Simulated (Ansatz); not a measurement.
# Clamped-ion strain scan in AlO$_{2}$

Theory: DFT PBE+D3(BJ), scalar-relativistic, plane waves, PAW in Ansatz. Settings: plane waves to 420 eV, k-mesh 16×16×14 (Γ-centred), Gaussian smearing 0.15 eV. Collinear spins, started from moments 0.0, 0.0, 0.0, 0.0, 0.8, 0.8 μB in atom order; the magnetic state may not be the lowest. Energies are free energies at this smearing, counted from the undisturbed cell; pressure is positive in compression.

The starting cell (relaxed at this level; it needn't be the usual structure):

```
Al O
1.0
     1.47821   -5.30621    0.00000
     1.47821    5.30621    0.00000
     0.00000    0.00000    3.63534
Al O
2 4
Direct
  0.33237 0.66763 0.25000
  0.66763 0.33237 0.75000
  0.70479 0.29521 0.25000
  0.29521 0.70479 0.75000
  0.94094 0.05906 0.25000
  0.05906 0.94094 0.75000
```

The cell is strained by ε times the Voigt pattern (1, 1, 0, 0, 0, 0) (xx, yy, zz, yz, xz, xy; engineering shear) with fractional coordinates fixed. The cell is metallic on the mesh throughout.

```csv
ε,ΔE (meV/atom)
-0.0200,10.8
-0.0100,2.6
0.0000,0.0
0.0050,0.6
0.0150,5.5
```

**Question.** Predict the pressure (GPa) at each point.

**Answer.**
| ε | pressure (GPa) |
| --- | --- |
| -0.0200 | 7.9 |
| -0.0100 | 3.7 |
| 0.0000 | 0.0 |
| 0.0050 | -1.8 |
| 0.0150 | -5.0 |